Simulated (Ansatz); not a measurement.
MgZn₂O₃:
```cif
data_MgO3Zn2
_chemical_formula_sum 'Mg1 Zn2 O3'
_space_group_name_H-M_alt 'P 1'
_space_group_IT_number 1
_cell_length_a 3.00882
_cell_length_b 3.00882
_cell_length_c 7.33409
_cell_angle_alpha 90.000
_cell_angle_beta 90.000
_cell_angle_gamma 120.000
loop_
_space_group_symop_operation_xyz
  'x, y, z'
loop_
_atom_site_label
_atom_site_type_symbol
_atom_site_fract_x
_atom_site_fract_y
_atom_site_fract_z
_atom_site_occupancy
Mg1 Mg 0.00000 0.00000 0.00000 1
Zn1 Zn 0.33333 0.66667 0.66823 1
Zn2 Zn 0.66667 0.33333 0.33177 1
O1 O 0.33333 0.66667 0.16173 1
O2 O 0.66667 0.33333 0.83827 1
O3 O 0.00000 0.00000 0.50000 1
```

Relaxed with PBEsol.

**Question.** Which orbitals make up the states near the band edges in DFT-PBEsol in the program Ansatz with PAW potentials?

**Answer.** Top 1 eV of the valence band: O 2p 79 %, Zn 3d 19 %. Bottom 1 eV of the conduction band: Zn 4s 41 %, O 2s 30 %, O 2p 17 %, Mg 3s 11 %. Projections are on Löwdin-orthogonalised atomic valence shells; empty p or d shells of many metals are not among them.

**Question.** Tabulate the density of states.

**Answer.** States/eV per cell of 6 atoms, in 0.25 eV bins, energy from the valence-band maximum.

| E (eV) | total | Zn 3d | O 2p | Zn 4s |
|---|---|---|---|---|
| -7.10 | 0.00 | 0.00 | 0.00 | 0.00 |
| -6.85 | 0.47 | 0.14 | 0.23 | 0.08 |
| -6.60 | 1.67 | 0.55 | 0.80 | 0.27 |
| -6.35 | 2.63 | 0.96 | 1.22 | 0.38 |
| -6.10 | 3.15 | 1.29 | 1.39 | 0.39 |
| -5.85 | 6.32 | 2.96 | 2.70 | 0.41 |
| -5.60 | 6.20 | 3.51 | 2.33 | 0.10 |
| -5.35 | 12.49 | 8.66 | 3.57 | 0.05 |
| -5.10 | 8.70 | 6.43 | 2.09 | 0.04 |
| -4.85 | 12.14 | 10.09 | 1.86 | 0.04 |
| -4.60 | 7.89 | 6.58 | 1.13 | 0.07 |
| -4.35 | 16.14 | 15.11 | 0.84 | 0.06 |
| -4.10 | 3.97 | 3.50 | 0.38 | 0.03 |
| -3.85 | 6.89 | 4.12 | 2.20 | 0.37 |
| -3.60 | 6.83 | 3.40 | 2.58 | 0.54 |
| -3.35 | 4.74 | 2.52 | 1.71 | 0.35 |
| -3.10 | 2.24 | 0.84 | 1.21 | 0.05 |
| -2.85 | 3.59 | 0.98 | 2.33 | 0.06 |
| -2.60 | 3.65 | 0.76 | 2.61 | 0.04 |
| -2.35 | 3.65 | 0.58 | 2.81 | 0.04 |
| -2.10 | 4.43 | 0.77 | 3.39 | 0.04 |
| -1.85 | 4.22 | 0.68 | 3.32 | 0.04 |
| -1.60 | 4.96 | 0.78 | 3.94 | 0.04 |
| -1.35 | 5.24 | 0.72 | 4.33 | 0.03 |
| -1.10 | 3.97 | 0.59 | 3.24 | 0.03 |
| -0.85 | 4.16 | 0.67 | 3.35 | 0.03 |
| -0.60 | 4.05 | 0.78 | 3.15 | 0.01 |
| -0.35 | 5.05 | 1.01 | 3.93 | 0.01 |
| -0.10 | 2.56 | 0.49 | 2.03 | 0.00 |
| 0.15 | 0.00 | 0.00 | 0.00 | 0.00 |
| 0.40 | 0.00 | 0.00 | 0.00 | 0.00 |
| 0.65 | 0.00 | 0.00 | 0.00 | 0.00 |
| 0.90 | 0.00 | 0.00 | 0.00 | 0.00 |
| 1.15 | 0.00 | 0.00 | 0.00 | 0.00 |
| 1.40 | 0.00 | 0.00 | 0.00 | 0.00 |
| 1.65 | 0.00 | 0.00 | 0.00 | 0.00 |
| 1.90 | 0.00 | 0.00 | 0.00 | 0.00 |
| 2.15 | 0.02 | 0.00 | 0.00 | 0.01 |
| 2.40 | 0.05 | 0.00 | 0.01 | 0.02 |
| 2.65 | 0.07 | 0.00 | 0.01 | 0.03 |
| 2.90 | 0.10 | 0.00 | 0.02 | 0.04 |
| 3.15 | 0.14 | 0.00 | 0.03 | 0.06 |
| 3.40 | 0.17 | 0.00 | 0.05 | 0.07 |
| 3.65 | 0.19 | 0.00 | 0.05 | 0.08 |
| 3.90 | 0.22 | 0.00 | 0.06 | 0.10 |
| 4.15 | 0.25 | 0.00 | 0.07 | 0.11 |
| 4.40 | 0.30 | 0.00 | 0.09 | 0.13 |
| 4.65 | 0.38 | 0.00 | 0.11 | 0.17 |
| 4.90 | 0.46 | 0.00 | 0.13 | 0.20 |
| 5.15 | 0.57 | 0.00 | 0.15 | 0.26 |
| 5.40 | 0.97 | 0.00 | 0.21 | 0.52 |
| 5.65 | 1.52 | 0.00 | 0.30 | 0.90 |
| 5.90 | 1.41 | 0.00 | 0.29 | 0.81 |
| 6.15 | 2.13 | 0.00 | 0.39 | 1.04 |
| 6.40 | 2.52 | 0.00 | 0.46 | 1.26 |
| 6.65 | 2.19 | 0.00 | 0.37 | 1.10 |

Space group P-3m1. The workflow started from a Materials Project entry (that database holds measured and hypothetical structures alike); the Crystallography Open Database copy checked does not list it. With Mg and Zn taken as one species the cell has the higher symmetry Fm-3m, so it may be an ordered model of a mixed-site phase. Its standing as an ambient phase is unchecked. The PBEsol relaxation kept the symmetry of its start; of distortions, only those at the zone centre were tested.

Potentials: the later of the program's two PAW sets.
